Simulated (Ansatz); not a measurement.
## PbO (P4/nmm): G0W0 against its settings

PbO (started from an entry of an open crystallographic database), relaxed with r2SCAN+rVV10; one-shot G0W0 in Ansatz without spin-orbit coupling. Spin-unpolarised throughout; all numbers are computed.

```cif
data_structure
_symmetry_space_group_name_H-M 'P4/nmm:1'
_symmetry_Int_Tables_number 129
_cell_length_a 3.9804
_cell_length_b 3.9804
_cell_length_c 5.0009
_cell_angle_alpha 90.000
_cell_angle_beta 90.000
_cell_angle_gamma 90.000
_cell_volume 79.23
loop_
_atom_site_label
_atom_site_type_symbol
_atom_site_symmetry_multiplicity
_atom_site_Wyckoff_symbol
_atom_site_fract_x
_atom_site_fract_y
_atom_site_fract_z
_atom_site_occupancy
Pb1 Pb 2 c 0.00000 0.50000 0.23663 1
O1 O 2 a 0.00000 0.00000 0.00000 1
```

Gaps are read over the mesh points alone. G0W0 values are finite-basis, finite-mesh values.
```json
{"start": "PBE", "potentials": "PAW", "frequency model": "contour deformation", "mesh": "4×4×4", "empty bands": "128", "screening cutoff (eV)": "80", "Kohn-Sham gap (eV)": "1.22", "G0W0 gap (eV)": "1.48", "rough cost": "3 core-minutes"}
{"start": "PBE", "potentials": "PAW", "frequency model": "contour deformation", "mesh": "4×4×4", "empty bands": "298", "screening cutoff (eV)": "140", "Kohn-Sham gap (eV)": "1.22", "G0W0 gap (eV)": "1.65", "rough cost": "18 core-minutes"}
{"start": "HSE06", "potentials": "PAW", "frequency model": "contour deformation", "mesh": "4×4×4", "empty bands": "298", "screening cutoff (eV)": "140", "Kohn-Sham gap (eV)": "1.89", "G0W0 gap (eV)": "2.01", "rough cost": "30 core-minutes"}
{"start": "LDA", "potentials": "PAW", "frequency model": "contour deformation", "mesh": "4×4×4", "empty bands": "298", "screening cutoff (eV)": "140", "Kohn-Sham gap (eV)": "1.20", "G0W0 gap (eV)": "1.75", "rough cost": "18 core-minutes"}
{"start": "r2SCAN", "potentials": "PAW", "frequency model": "contour deformation", "mesh": "4×4×4", "empty bands": "298", "screening cutoff (eV)": "140", "Kohn-Sham gap (eV)": "1.53", "G0W0 gap (eV)": "1.84", "rough cost": "19 core-minutes"}
{"start": "PBE", "potentials": "PAW", "frequency model": "Godby-Needs pole", "mesh": "4×4×4", "empty bands": "298", "screening cutoff (eV)": "140", "Kohn-Sham gap (eV)": "1.22", "G0W0 gap (eV)": "1.54", "rough cost": "12 core-minutes"}
{"start": "PBE", "potentials": "PAW", "frequency model": "contour deformation", "mesh": "6×6×4", "empty bands": "128", "screening cutoff (eV)": "80", "Kohn-Sham gap (eV)": "1.22", "G0W0 gap (eV)": "1.49", "rough cost": "11 core-minutes"}
{"start": "PBE", "potentials": "norm-conserving", "frequency model": "contour deformation", "mesh": "4×4×4", "empty bands": "298", "screening cutoff (eV)": "140", "Kohn-Sham gap (eV)": "1.22", "G0W0 gap (eV)": "1.64", "rough cost": "25 core-minutes"}
```

The quasiparticle gap on this mesh is 1.65 eV (Γ to M), against 1.22 eV from PBE: +0.43 eV. Renormalisation factors Z lie between 0.70 and 0.81.

Raising bands and cutoff together moves the gap by +0.17 eV (80 to 140 eV); the last step is still large, so the basis limit isn't reached. Starting from HSE06 (1.89 eV against PBE's 1.22 eV) gives 2.01 eV, +0.36 eV from G0W0@PBE at the same screening cutoff. Starting from LDA (1.20 eV against PBE's 1.22 eV) gives 1.75 eV, +0.10 eV from G0W0@PBE at the same screening cutoff. Starting from r2SCAN (1.53 eV against PBE's 1.22 eV) gives 1.84 eV, +0.19 eV from G0W0@PBE at the same screening cutoff. The Godby-Needs plasmon pole differs from contour deformation by -0.11 eV. A 6×6×4 mesh in place of 4×4×4 changes the opening over PBE by +0.01 eV (the gap on the mesh by +0.01 eV). Norm-conserving potentials (wave cutoff 1240 eV against 420 eV) shift the quasiparticle gap by -0.01 eV and the PBE gap by 0.00 eV. r2SCAN runs take a wave cutoff of 500 eV.
